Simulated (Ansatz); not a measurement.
Polymorphs of GaN, each relaxed with r²SCAN in the plane-wave PAW code Ansatz:

A: rock salt (Fm-3m)
a = b = c = 4.2173 Å, α = β = γ = 90.00°

| atom | site | symmetry | x | y | z |
|---|---|---|---|---|---|
| Ga | 4a | m-3m | 0.0000 | 0.0000 | 0.0000 |
| N | 4b | m-3m | 0.5000 | 0.5000 | 0.5000 |

B: I4mm
a = b = 2.853 Å, c = 4.939 Å, α = β = γ = 90.00°

```
atom  site  symmetry       x       y       z
----  ----  --------  ------  ------  ------
Ga      2a       4mm  0.0000  0.0000  0.7562
N       2a       4mm  0.0000  0.0000  0.3588
```

C: wurtzite (P6_3mc)
a = 3.1833 Å, b = 3.1833 Å, c = 5.1838 Å, α = 90.00°, β = 90.00°, γ = 120.00°

```
atom  site  symmetry       x       y       z
----  ----  --------  ------  ------  ------
Ga      2b       3m.  0.6667  0.3333  0.4991
N       2b       3m.  0.3333  0.6667  0.3759
```

Task: Rank these by energy per atom at 0 K (lowest first), as r²SCAN gives it.

Result: C (+0 meV/atom), B (+434 meV/atom), A (+475 meV/atom)

Task: Give each one's gap.

Result: A 1.17 eV; B 0.75 eV; C 2.35 eV.

Not the usual ambient phase: A; B. All cells were relaxed under the symmetry of their starts (and spin orders); stability against distortions was not tested throughout. Spin–orbit coupling is left out wherever it is not named.

Energies hold the estimated change up to a 700 eV cutoff; steps of a few meV lie near the error of the meshes.

Potentials: the earlier of the program's two PAW sets. The files were generated under PBE; for other functionals the program regenerates the frozen cores, and for LDA and PBEsol the local potential too.
